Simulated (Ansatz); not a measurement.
An Ansatz input for NaI

```yaml
crystal:
  lattice:
    - [0.0, 3.2186566863, 3.2186566863]
    - [3.2186566863, 0.0, 3.2186566863]
    - [3.2186566863, 3.2186566863, 0.0]
  atoms:
    - { symbol: Na, position: [0.0, 0.0, 0.0] }
    - { symbol: I, position: [0.5, 0.5, 0.5] }
kpoints:
  mp_grid: { grid: [8, 8, 8] }
scf:
  occupationss: { method: fermi_dirac, width: 0.02 }
  max_iter: 75
hamiltonian:
  xc: pbe
  pseudopotentials: { kind: paw }
output:
  forces: true
  stress: true
  populations: true
  efg:
    quadrupole_moments_barn: { Na: 0.104, I: -0.68822 }
    contact_densities: true
```

```sh
ansatz run input.yaml --threads 1 --pin off --max-ram 3072MiB --backend cpu --events-out ev --progress --plain --runs-dir out
```

Task: Does this calculation finish, and if not, why?

Result: The program refused the input. The input holds a misspelt key. The program says:

```
Error: YAML parse error: error: line 12 column 3: unknown field `occupationss`, expected one of max_iter, algorithm, n_extra_bands, self_checks, convergence, lower_state_search, omitted_lower_state_checks, lower_solution_reach, mixing, occupations, eigensolver, initial_density, exx
  --> <input>:12:3
   |
10 |   mp_grid: { grid: [8, 8, 8] }
11 | scf:
12 |   occupationss: { method: fermi_dirac, width: 0.02 }
   |   ^ unknown field `occupationss`, expected one of max_iter, algorithm, n_extra_bands, self_checks, convergence, lower_state_search, omitted_lower_state_checks, lower_solution_reach, mixing, occupations, eigensolver, initial_density, exx
13 |   max_iter: 75
14 | hamiltonian:
   |
```

Against a sound input the change was `scf.occupations`: occupations → occupationss; `scf.max_iter`: not typed → 75.
